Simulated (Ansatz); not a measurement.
TaAgO$_{3}$:
```
TaAgO3
1.0
    2.76081     1.59395     4.58769
   -2.76081     1.59395     4.58769
    0.00000    -3.18791     4.58769
Ta Ag O
2 2 6
Direct
  0.00000   0.00000   0.00000
  0.50000   0.50000   0.50000
  0.75000   0.75000   0.75000
  0.25000   0.25000   0.25000
  0.80790   0.69210   0.25000
  0.19210   0.30790   0.75000
  0.25000   0.80790   0.69210
  0.75000   0.19210   0.30790
  0.69210   0.25000   0.80790
  0.30790   0.75000   0.19210
```

Relaxed with r²SCAN.

Question: Give the optical modes at the zone centre with their infrared and Raman activity from DFPT, DFT-r²SCAN in the program Ansatz with PAW potentials.

Answer: Transverse frequencies, without the LO–TO term; a row sums one degenerate level.

```csv
ω (cm⁻¹),degeneracy,IR ((D/Å)²/amu),Raman (Å⁴/amu),activity,symmetry
14i,1,94.22,0,IR,A2u
45,2,101.06,0,IR,Eu
73,1,0.00,0,silent,A2g
79,2,0.00,1.3,Raman,Eg
82,1,13.17,0,IR,A2u
101,2,0.00,3.6,Raman,Eg
129,2,83.65,0,IR,Eu
206,2,1.60,0,IR,Eu
219,1,0.00,98,Raman,A1g
234,1,0.00,0,silent,A1u
258,2,29.51,0,IR,Eu
281,1,0.00,0,silent,A1u
395,1,0.00,0,silent,A2g
422,2,0.00,43,Raman,Eg
507,1,51.88,0,IR,A2u
524,2,89.72,0,IR,Eu
584,2,0.00,340,Raman,Eg
927,1,0.00,0,silent,A2g
```

Question: How high does the top mode go among those that the LO–TO term moves?

Answer: 763 cm⁻¹ for q along x, 763 cm⁻¹ for q along y, 770 cm⁻¹ for q along z.

Space group R-3c. The first step of the workflow began from a Materials Project structure, measured or hypothetical; the Crystallography Open Database copy checked does not list it. COD files the formula under space group No. 161. Its standing as an ambient phase is unchecked. The cell was relaxed with r²SCAN under the symmetry of its start; phonons show weakly imaginary modes. No spin polarisation was allowed. Scalar-relativistic: spin–orbit coupling is off unless named, which matters more the heavier the elements.

Potentials: the later of the program's two PAW sets.
